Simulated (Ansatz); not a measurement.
Given:

YTiGe:
```
YTiGe
1.0
    4.05360     0.00000     0.00000
    0.00000     4.05360     0.00000
    0.00000     0.00000     7.66711
Y Ge Ti
2 2 2
Cartesian
  2.02680   0.00000   5.04728
  0.00000   2.02680   2.61983
  2.02680   0.00000   1.86583
  0.00000   2.02680   5.80129
  0.00000   0.00000   0.00000
  2.02680   2.02680   0.00000
```

This is the r²SCAN-relaxed structure.

**Question.** All from DFT-r²SCAN in the program Ansatz with PAW potentials, unless another level is named. Predict the electronic character.

**Answer.** metallic (no gap).

**Question.** What about the density of states at the Fermi level?

**Answer.** 0.70 states/eV per atom (mean over ±0.08 eV).

**Question.** And the formation energy from the elements (no fitted shifts)?

**Answer.** -0.79 eV/atom.

Space group P4/nmm. The workflow started from an entry of the Crystallography Open Database (COD), which files this formula under 2 space groups. Its standing as an ambient phase is unchecked. The cell was relaxed with r²SCAN under the symmetry of its start; whether a distortion lowers the energy is not shown. No spin polarisation was allowed. The references are the lowest solids computed at this level, not always the standard phases. Scalar-relativistic: spin–orbit coupling is off unless named, which matters more the heavier the elements.

Potentials: the later of the program's two PAW sets.
